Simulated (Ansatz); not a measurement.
Relaxed-ion elastic tensor of LuSi$_{2}$ in space group P6/mmm (No. 191; Lu on 1a, Si on 2d) in GPa (Voigt order), PBEsol in the plane-wave PAW code Ansatz; density 7.30 g/cm³, 17.51 Å³ per atom.

```
 122   129  53.2   0.0   0.0   0.0
 129   122  53.2   0.0   0.0   0.0
53.2  53.2   141   0.0   0.0   0.0
 0.0   0.0   0.0  48.5   0.0   0.0
 0.0   0.0   0.0   0.0  48.5   0.0
 0.0   0.0   0.0   0.0   0.0  -3.9
```

### Question
Is the crystal mechanically stable?

### Answer
No: the smallest eigenvalue of C is -7.8 GPa.

The workflow started from an entry of the Crystallography Open Database (COD). Whether it is the stable phase at ambient conditions was not checked. The PBEsol relaxation kept the symmetry of its start. At this level the phase is mechanically unstable. As this level gives no gap, shear constants depend on the k-mesh and smearing (Fermi–Dirac, 0.1 eV here). On the denser mesh and wider smearing of the elastic run this cell carries a stress of 0.5 GPa. Spin–orbit coupling is left out wherever it is not named.

Potentials: the later of the program's two PAW sets.
